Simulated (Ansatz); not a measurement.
The calculation used DFT PBE, scalar-relativistic, plane waves, PAW in Ansatz 0.2.0. Settings: cutoff 420 eV, Γ-centred meshes spaced at most about 0.3 Å⁻¹, and about 0.25 Å⁻¹ or finer for metals (2π included), Gaussian smearing. No spin polarisation in the final relaxations.

Temperature and zero-point effects are left out.

Two forms of Al3H were relaxed alike.

1.

Space group P6/mmm (No. 191). a = 4.566 Å, b = 4.566 Å, c = 3.388 Å, α = 90.00°, β = 90.00°, γ = 120.00°
| atom | site | symmetry | x | y | z |
| --- | --- | --- | --- | --- | --- |
| Al | 2c | -6m2 | 0.3333 | 0.6667 | 0.0000 |
| Al | 1b | 6/mmm | 0.0000 | 0.0000 | 0.5000 |
| H | 1a | 6/mmm | 0.0000 | 0.0000 | 0.0000 |

2.

Space group Pmmn:1 (No. 59). a = 2.869 Å, b = 8.576 Å, c = 4.396 Å, α = 90.00°, β = 90.00°, γ = 90.00°
| atom | site | symmetry | x | y | z |
| --- | --- | --- | --- | --- | --- |
| Al | 4e | m.. | 0.5000 | 0.3223 | 0.2590 |
| Al | 2b | mm2 | 0.0000 | 0.5000 | 0.8355 |
| H | 2a | mm2 | 0.0000 | 0.0000 | 0.4598 |

Task: Which would you expect to be lower, and how large is the difference?

Result: Cell 2 is lower, by 228 meV/atom. Cell 1 has space group P6/mmm (No. 191), 15.3 Å³/atom and no gap on its mesh; cell 2 has space group Pmmn (No. 59), 13.5 Å³/atom and no gap. Counting Al atoms around H (those within 1.25 times the shortest such distance or 1.15 times the sum of covalent radii), cell 1 has H 2 and cell 2 has H 4. The denser one is the lower, and pressure would at first widen the difference. Even the lower one lies +0.16 eV/atom against the reference forms of the elements (uncorrected), so neither is stable at this level. In cell 1, Al on a site of symmetry -6m2 has 3 Al at 2.64 Å, 3 H at 2.64 Å, 6 Al at 3.13 Å and 2 Al at 3.39 Å; around Al on a site of symmetry 6/mmm lie 2 H at 1.69 Å and 12 Al at 3.13 Å; around H lie 2 Al at 1.69 Å and 6 Al at 2.64 Å. In cell 2, Al on a site of symmetry m has 1 H at 1.96 Å; Al on a site of symmetry mm2 is surrounded by 2 H at 1.93 Å; H is surrounded by 4 Al at 1.93–1.96 Å. Both come from invented guesses.

With hydrogen, zero-point motion can shift such differences by 10 meV/atom or more. Cells relaxed within their symmetry can be saddle points. The Pmmn cell of Al3H came from shaking the P6/mmm one.
